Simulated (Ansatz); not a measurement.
Ansatz input

```yaml
crystal:
  lattice:
    - [-1.5984723455, 1.9392576929, 1.4238474632]
    - [1.9392576929, -1.5984723455, 1.4238474632]
    - [3.3391074259, 3.3391074259, -0.7996984754]
  atoms:
    - { symbol: Ag, position: [0.0415862377, 0.9584137623, 1.0] }
    - { symbol: Ag, position: [0.7084137623, 0.2915862377, 0.5] }
hamiltonian:
  xc: lda
  pseudopotentials:
    kind: paw
    azcp:
      Ag: "pseudopotentials/Ag.paw.azcp"
basis:
  ecutwfc: 420
  fft_grid_basis: typed
kpoints:
  mp_grid: { grid: [14, 14, 8], shift: [0, 0, 0] }
magnetization:
  spin_polarized: false
scf:
  occupations: { method: fermi_dirac, width: 0.1 }
  lower_state_search: "off"
output:
  stress: true
```

Output

```
Warning: the record states the generating functional pbe (its physics header spells it `PBE`), which answers neither for hamiltonian.xc's functional nor for the lda family's — results may be inconsistent (PPs are generated against a specific XC)
Engine: ansatz 0.2.0, x86_64-unknown-linux-gnu
Pseudopotentials: kind: paw
Pseudopotential: Ag, paw, valence charge 19, recommended cutoff 420 eV (normal) 
Functional definition: SPW92
  exchange = slater_x
  correlation = pw_c
Crystal: 2 atoms, lattice volume = 34.604 Å³
Basis set: ecut = 420 eV, 701 PW (Γ)
Bands: 23, of which v1, the nominal top of the filled ones, is band 19 counted from 1 (18 counted from 0)
Symmetry: 4 space group operations
Space group: C2/c (ITA 15), of the structure as read, at distance tolerance 3.3e-5 Å
k-points: 429 of 1568
Non-local potential: Ag, projectors of the file, l = 0: 3, l = 1: 2, l = 2: 2, l = 3: 1
PAW form: soft (Blöchl's): semilocal exchange-correlation on the pseudo side does not see the compensation charge
PAW frozen core: Ag, regenerated for the run's functional, and the local potential with it (the file was generated under x = pbe(κ = 0.804, μ = 0.2195149727645171), c = pbe(β = 0.06672455060314922))
PAW one-centre angular grid: Ag, 590 points (default); XC on 64 Gauss nodes
Initial density: superposition of atomic densities (neutral atoms: chi_scale 0, normalization atom), corrected by the library's trained network
Initial wavefunctions: pseudopotential atomic-orbital guess
Functional: x = slater, c = lda
SCF iter   1: F=—  HF=-14916.241412 eV  |F-HF|=—  |Δ(HF+E_count)|=         —  Δρ=1.37e-2  dr2=5.51e-2  ethr=1.77e-3  ⟨swp⟩=4.5  Hψ=36047  notcnv=0
SCF iter   2: F=—  HF=-14916.226556 eV  |F-HF|=—  |Δ(HF+E_count)|=   1.49e-2  Δρ=4.24e-3  dr2=3.64e-3  ethr=1.45e-4  ⟨swp⟩=2.5  Hψ=18390  notcnv=0
SCF iter   3: F=—  HF=-14916.225422 eV  |F-HF|=—  |Δ(HF+E_count)|=   1.13e-3  Δρ=1.69e-3  dr2=3.35e-4  ethr=9.58e-6  ⟨swp⟩=2.4  Hψ=13215  notcnv=0
SCF iter   4: F=—  HF=-14916.225345 eV  |F-HF|=—  |Δ(HF+E_count)|=   7.74e-5  Δρ=1.78e-4  dr2=5.63e-6  ethr=8.83e-7  ⟨swp⟩=2.9  Hψ=19511  notcnv=0
SCF iter   5: F=—  HF=-14916.225352 eV  |F-HF|=—  |Δ(HF+E_count)|=   6.84e-6  Δρ=2.92e-5  dr2=2.93e-7  ethr=1.48e-8  ⟨swp⟩=2.9  Hψ=19189  notcnv=0
SCF iter   6: F=-14916.225352 eV  HF=-14916.225352 eV  |F-HF|=1.44e-9  |Δ(HF+E_count)|=   6.68e-8  Δρ=4.06e-6  dr2=5.38e-9  ethr=2.63e-10  ⟨swp⟩=4.0  Hψ=32434  notcnv=0
SCF 1 converged in 6 iterations: F = -14916.225352 eV  dr2 = 5.38e-9
SCF converged after 6 iterations
Free energy (F): -14916.225352 eV
Harris-Foulkes:  -14916.225352 eV  (|F-HF|=1.44e-9)
Internal energy: -14916.204501 eV  (E = F + TS)
E sigma→0 (E₀):  -14916.214926 eV
Entropy (-TS):   -0.020851 eV (-10.426 meV/atom)
Fermi energy:    16.570533 eV
--- Per-component energies (eV) ---
  E_band       = -491.174431
  E_kinetic    = 1054.307233
  E_local      = -4442.151062  (includes V_loc(G=0)·N_el)
  E_nonlocal   = 173.009155
  E_hartree    = 2009.424984
  E_xc         = -367.111272
  E_vxc        = -468.878626  (∫ρ·V_xc dr)
  E_paw        = -7540.523935  (= ΣΔE_a)
  E_vpaw       = -826.312094  (= ΣTr[D̂ρ^β])
  E_aug_tail   = 0.000548  (compensation charges beyond the density's cutoff)
  E_ewald      = -5804.609767
  E_core_change = 1.449615  (= ΣΔE_core)
  E_smearing   = -0.020851  (= −TS)
  E_closure    = -0.000000  (closes the sum)
  Σ components = -14916.225352   (vs F -14916.225352, Δ=0.00e0)
--- Stress (GPa, compression-positive) ---
       -8.465872      -0.531954       0.129228
       -0.531954      -8.465872       0.129228
        0.129228       0.129228      -7.964020
  P = ⅓ Tr σ = -8.2986 GPa (-82.986 kbar)
```
